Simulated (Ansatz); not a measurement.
**Structures of Ta4C3: which is lowest?**

Plane-wave DFT in Ansatz with scalar-relativistic PAW potentials, cutoff 500 eV, Γ-centred meshes chosen by cell and gap, Gaussian smearing with energies taken to zero width. Every cell was relaxed (cell and atoms) in a run of its own, within the symmetry of its start. Functional: r2SCAN.

Relaxed structures (starts from databases or built by putting these elements on another compound's sites):
A. R3m, 7 atoms in the computed cell, a = 3.118 Å, c = 30.656 Å; sites (symmetry × multiplicity) Ta 3m × 3 + 3m × 3 + 3m × 3 + 3m × 3, C 3m × 3 + 3m × 3 + 3m × 3; start: database
B. Pm-3m, 7 atoms in the computed cell, a = 4.425 Å; sites (symmetry × multiplicity) Ta 4/mm.m × 3 + m-3m × 1, C 4/mm.m × 3; start: database

**Question.** Rank them by energy. Could pressure change the order?

**Answer.**
| structure | group | E − E(lowest) (meV/atom) | V (Å³/atom) | gap on mesh (eV) |
| --- | --- | --- | --- | --- |
| A | R3m | 0.0 | 12.29 | 0.00 |
| B | Pm-3m | 122 | 12.38 | 0.00 |

A is lowest, 122 meV/atom under B. The lowest is also the densest of these, so pressure wouldn't bring one of the others in at first order. Other structures may lie lower than all of these, and vibrations aren't counted.

Spin-orbit coupling is left out, which matters for the bands of heavy elements.